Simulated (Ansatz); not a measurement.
BAs (rock salt, Fm-3m) under volume change, the program Ansatz at the PBE level (PAW), scaled uniformly.

```csv
V (Å³/atom),E − E(relaxed) (meV/atom),P (GPa)
11.190,[?],[?]
11.559,20.0,9.13
11.927,4.8,4.23
12.296,0.0,0.01
12.665,4.3,-3.66
13.034,[?],[?]
13.403,35.2,-9.45
```

Question: What belongs in the gaps?

Answer: 
- 11.190, E − E(relaxed) (meV/atom): 47.5
- 11.190, P (GPa): 14.94
- 13.034, E − E(relaxed) (meV/atom): 16.4
- 13.034, P (GPa): -6.79

Question: What does a third-order Birch–Murnaghan fit give for V₀, B₀ and B′?

Answer: V₀ = 12.30 Å³/atom, B₀ = 131 GPa, B′ = 4.1.

The cell is a constructed one: a structure type filled with these elements; neither database checked (COD, Materials Project) lists it. It is not the phase usual at ambient conditions (space group No. 216). Symmetry was held in the PBE relaxation; its stability against distortions is not shown here. Spin–orbit coupling is left out wherever it is not named.

Potentials: the later of the program's two PAW sets.
